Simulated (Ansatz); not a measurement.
Cr (bcc (W type), space group No. 229) under volume change, r²SCAN+D4 (plane waves, PAW; program Ansatz), scaled uniformly.

```tsv
V (Å³/atom)	E − E(relaxed) (meV/atom)	P (GPa)
11.627	___	___
12.011	18.5	8.29
12.394	4.3	3.71
12.777	0.0	0.02
13.161	3.7	-3.03
13.544	14.0	-5.49
13.927	___	___
```

Q: What belongs in the gaps?

A: 
- 13.927, E − E(relaxed) (meV/atom): 30.0
- 13.927, P (GPa): -7.86
- 11.627, E − E(relaxed) (meV/atom): 44.5
- 11.627, P (GPa): 13.57

Q: What does a third-order Birch–Murnaghan fit give for V₀, B₀ and B′?

A: V₀ = 12.78 Å³/atom, B₀ = 113 GPa, B′ = 5.0.

Space group Im-3m (bcc (W type)). Symmetry was held in the r²SCAN+D4 relaxation, as lowered by the spin order. Magnetic state: antiferromagnetic, chosen from 3 collinear starts compared on coarse meshes (ties went to the first, and starts can fall back to one state), not a proven ground state. Textbook magnetic order: a spin-density-wave antiferromagnet. Other orbital occupations within this spin state were not tried. The pairwise dispersion correction was not fitted to metals.

Potentials: the later of the program's two PAW sets.
